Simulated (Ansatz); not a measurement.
**Stability checks on a candidate for Be5ZnSe6**

The cell was found from a structure generator's guess, not taken from experiment.

The calculation used Ansatz 0.2.0, DFT PBE, scalar-relativistic, plane waves, PAW. Settings of the last relaxation (12-atom cell): 420 eV, 6×6×4 k points, Gaussian smearing of 0.02 eV, no spin polarisation.

```cif
data_structure
_symmetry_space_group_name_H-M 'P31m'
_symmetry_Int_Tables_number 157
_cell_length_a 6.4350
_cell_length_b 6.4350
_cell_length_c 6.1184
_cell_angle_alpha 90.000
_cell_angle_beta 90.000
_cell_angle_gamma 120.000
_cell_volume 219.42
loop_
_atom_site_label
_atom_site_type_symbol
_atom_site_symmetry_multiplicity
_atom_site_Wyckoff_symbol
_atom_site_fract_x
_atom_site_fract_y
_atom_site_fract_z
_atom_site_occupancy
Be1 Be 3 c 0.66003 0.00000 0.00543 1
Be2 Be 2 b 0.66667 0.33333 0.50460 1
Zn1 Zn 1 a 0.00000 0.00000 0.50764 1
Se1 Se 3 c 0.64182 0.00000 0.37294 1
Se2 Se 1 a 0.00000 0.00000 0.90810 1
Se3 Se 2 b 0.66667 0.33333 0.87497 1
```

Formation energies are uncorrected and refer to the elements' standard structures at the same level.

Question: These tests were run: energy against the elements; random kick, then relaxation without symmetry; phonons at Γ; elastic tensor. What do they show?

Answer:

```json
{"test": "energy against the elements", "result": "−0.766 eV/atom"}
{"test": "random kick, then relaxation without symmetry", "result": "returns"}
{"test": "phonons at Γ", "result": "lowest optical mode 85 cm⁻¹"}
{"test": "elastic tensor", "result": "least eigenvalue 39 GPa"}
```

It fails none of these tests. Other phases of the system weren't compared here, so this isn't yet thermodynamic stability. Phonons away from Γ weren't computed.

The reference form of Se is held partly by dispersion forces, which this level lacks. The kick test ran on a coarse mesh. The run for the phonons used a 6×6×4 k mesh. The run for the elastic tensor used a 6×6×4 k mesh.
